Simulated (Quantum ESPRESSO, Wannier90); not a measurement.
Tight-binding from DFT: TaN (P-6m2)

Cell from Materials Project (mp-1459), symmetrised, no further relaxation. COD (Crystallography Open Database) has the formula in 5 space groups, this one among them (matched by group alone). Level: PBEsol, no spin polarisation, no spin-orbit coupling; pw.x of Quantum ESPRESSO at 68 Ry with PseudoDojo potentials, 12×12×10 k-points, Wannier90. Density: 12×12×10 mesh, cold smearing 0.01 Ry. Spin-orbit coupling is left out although heavy elements are present.

On the energy scale of pw.x, whose zero is arbitrary, the Fermi level lies at 19.92 eV.

Input w.win:

```
num_bands = 17
num_wann = 8
exclude_bands = 1-5
num_iter = 0
conv_tol = 1.0e-6
conv_window = 4
dis_num_iter = 1000
dis_conv_tol = 1.0e-6
dis_froz_max = 21.42
write_hr = true
write_u_matrices = true
begin projections
Ta: d
N: p
end projections
begin unit_cell_cart
ang
    2.9399401188    0.0000000000    0.0000000000
   -1.4699700594    2.5460628285    0.0000000000
    0.0000000000    0.0000000000    2.8901800000
end unit_cell_cart
begin atoms_frac
Ta   0.0000000000  0.0000000000  0.5000000000
N   -0.3333333333  0.3333333333  0.0000000000
end atoms_frac
mp_grid = 12 12 10
begin kpoints
0.0000000000 0.0000000000 0.0000000000
0.0000000000 0.0000000000 0.1000000000
0.0000000000 0.0000000000 0.2000000000
... (1437 more lines: the 12x12x10 mesh through Gamma)
end kpoints
```

Input of pw2wannier90.x that gives the overlap and projection files (equivalent; here they were cut from one run over all bands):

```
&inputpp
  outdir = './out'
  prefix = 'pwscf'
  seedname = 'w'
  write_amn = .true.
  write_mmn = .true.
/
```

Output w.wout (banner and timings cut):

```
                                    ------
                                    SYSTEM
                                    ------

                              Lattice Vectors (Ang)
                    a_1     2.939940   0.000000   0.000000
                    a_2    -1.469970   2.546063   0.000000
                    a_3     0.000000   0.000000   2.890180

                   Unit Cell Volume:      21.63378  (Ang^3)

                        Reciprocal-Space Vectors (Ang^-1)
                    b_1     2.137181   1.233902  -0.000000
                    b_2     0.000000   2.467805   0.000000
                    b_3     0.000000  -0.000000   2.173977

 *----------------------------------------------------------------------------*
 |   Site       Fractional Coordinate          Cartesian Coordinate (Ang)     |
 +----------------------------------------------------------------------------+
 | ta   1   0.00000   0.00000   0.50000   |    0.00000   0.00000   1.44509    |
 | n    1  -0.33333   0.33333   0.00000   |   -1.46997   0.84869   0.00000    |
 *----------------------------------------------------------------------------*
                                ------------
                                K-POINT GRID
                                ------------

             Grid size = 12 x 12 x 10      Total points = 1440

 *---------------------------------- MAIN ------------------------------------*
 |  Number of Wannier Functions               :                 8             |
 |  Number of Objective Wannier Functions     :                 8             |
 |  Number of input Bloch states              :                17             |
 |  Output verbosity (1=low, 5=high)          :                 1             |
 |  Timing Level (1=low, 5=high)              :                 1             |
 |  Optimisation (0=memory, 3=speed)          :                 3             |
 |  Length Unit                               :               Ang             |
 |  Post-processing setup (write *.nnkp)      :                 F             |
 |  Using Gamma-only branch of algorithms     :                 F             |
 *----------------------------------------------------------------------------*
 *------------------------------- WANNIERISE ---------------------------------*
 |  Total number of iterations                :                 0             |
 |  Number of CG steps before reset           :                 5             |
 |  Trial step length for line search         :             2.000             |
 |  Convergence tolerence                     :         0.100E-05             |
 |  Convergence window                        :                 4             |
 |  Iterations between writing output         :                 1             |
 |  Iterations between backing up to disk     :               100             |
 |  Write r^2_nm to file                      :                 F             |
 |  Write xyz WF centres to file              :                 F             |
 |  Write on-site energies <0n|H|0n> to file  :                 F             |
 |  Use guiding centre to control phases      :                 F             |
 |  Use phases for initial projections        :                 F             |
 *----------------------------------------------------------------------------*
 *------------------------------- DISENTANGLE --------------------------------*
 |  Using band disentanglement                :                 T             |
 |  Total number of iterations                :              1000             |
 |  Mixing ratio                              :             0.500             |
 |  Convergence tolerence                     :         1.000E-06             |
 |  Convergence window                        :                 3             |
 *----------------------------------------------------------------------------*
 *-------------------------------- PLOTTING ----------------------------------*
 |  Plotting Hamiltonian in WF basis          :                 T             |
 *----------------------------------------------------------------------------*

       ... (k-mesh section left out)

 Starting a new Wannier90 calculation ...

 Reading overlaps from w.mmn

 Reading projections from w.amn

 *------------------------------- DISENTANGLE --------------------------------*
 +----------------------------------------------------------------------------+
 |                              Energy  Windows                               |
 |                              ---------------                               |
 |                   Outer:   10.48765  to   51.60025  (eV)                   |
 |                   Inner:   10.48765  to   21.42000  (eV)                   |
 +----------------------------------------------------------------------------+
   Number of target bands to extract:    8

                   Unitarised projection of Wannier functions
                   ------------------------------------------
   A_mn = <psi_m|g_n> --> S = A.A^+ --> U = S^-1/2.A
   In dis_project... done
   Using an inner window (linner = T)
   In dis_proj_froz... done

                   Extraction of optimally-connected subspace
                   ------------------------------------------
 +---------------------------------------------------------------------+<-- DIS
 |  Iter     Omega_I(i-1)      Omega_I(i)      Delta (frac.)           |<-- DIS
 +---------------------------------------------------------------------+<-- DIS
       1      10.23975214       9.96800435       2.726E-02    <-- DIS
       2       9.98010795       9.88900764       9.212E-03    <-- DIS
       3       9.90399394       9.83077626       7.448E-03    <-- DIS
       4       9.84234769       9.78516601       5.844E-03    <-- DIS
       5       9.79299664       9.74822062       4.593E-03    <-- DIS
       6       9.75313932       9.71756278       3.661E-03    <-- DIS
       ... (lines left out)
     101       9.42607282       9.42563847       4.608E-05    <-- DIS
       ... (lines left out)
     201       9.41960380       9.41956910       3.684E-06    <-- DIS
       ... (lines left out)
     257       9.41932852       9.41931919       9.900E-07    <-- DIS
     258       9.41932652       9.41931741       9.671E-07    <-- DIS
     259       9.41932457       9.41931568       9.448E-07    <-- DIS

             <<<      Delta < 1.000E-06  over  3 iterations     >>>
             <<< Disentanglement convergence criteria satisfied >>>

        Final Omega_I     9.41931568 (Ang^2)

 +----------------------------------------------------------------------------+

 Writing checkpoint file w.chk... done

 *------------------------------- WANNIERISE ---------------------------------*
 +--------------------------------------------------------------------+<-- CONV
 | Iter  Delta Spread     RMS Gradient      Spread (Ang^2)            |<-- CONV
 +--------------------------------------------------------------------+<-- CONV

 ------------------------------------------------------------------------------
 Initial State
  WF centre and spread    1  ( -0.000000,  0.000000,  1.445090 )     1.37463088
  WF centre and spread    2  (  0.000001,  0.000378,  1.445090 )     1.14692157
  WF centre and spread    3  (  0.000000, -0.000378,  1.445090 )     1.14692340
  WF centre and spread    4  ( -0.000001,  0.162699,  1.445090 )     1.54020435
  WF centre and spread    5  ( -0.000001, -0.162817,  1.445090 )     1.54024624
  WF centre and spread    6  ( -1.469970,  0.848687, -0.000000 )     1.20827287
  WF centre and spread    7  ( -1.469970,  0.820746,  0.000000 )     1.03405132
  WF centre and spread    8  ( -1.469970,  0.876752, -0.000000 )     1.03405669
  Sum of centres and spreads ( -4.409910,  2.546067,  7.225450 )    10.02530731

      0     0.100E+02     0.0000000000       10.0253073169  <-- CONV
        O_D=      0.0200079 O_OD=      0.5859838 O_TOT=     10.0253073 <-- SPRD
 ------------------------------------------------------------------------------
 Final State
  WF centre and spread    1  ( -0.000000,  0.000000,  1.445090 )     1.37463088
  WF centre and spread    2  (  0.000001,  0.000378,  1.445090 )     1.14692157
  WF centre and spread    3  (  0.000000, -0.000378,  1.445090 )     1.14692340
  WF centre and spread    4  ( -0.000001,  0.162699,  1.445090 )     1.54020435
  WF centre and spread    5  ( -0.000001, -0.162817,  1.445090 )     1.54024624
  WF centre and spread    6  ( -1.469970,  0.848687, -0.000000 )     1.20827287
  WF centre and spread    7  ( -1.469970,  0.820746,  0.000000 )     1.03405132
  WF centre and spread    8  ( -1.469970,  0.876752, -0.000000 )     1.03405669
  Sum of centres and spreads ( -4.409910,  2.546067,  7.225450 )    10.02530731

         Spreads (Ang^2)       Omega I      =     9.419315675
        ================       Omega D      =     0.020007875
                               Omega OD     =     0.585983767
    Final Spread (Ang^2)       Omega Total  =    10.025307317
```
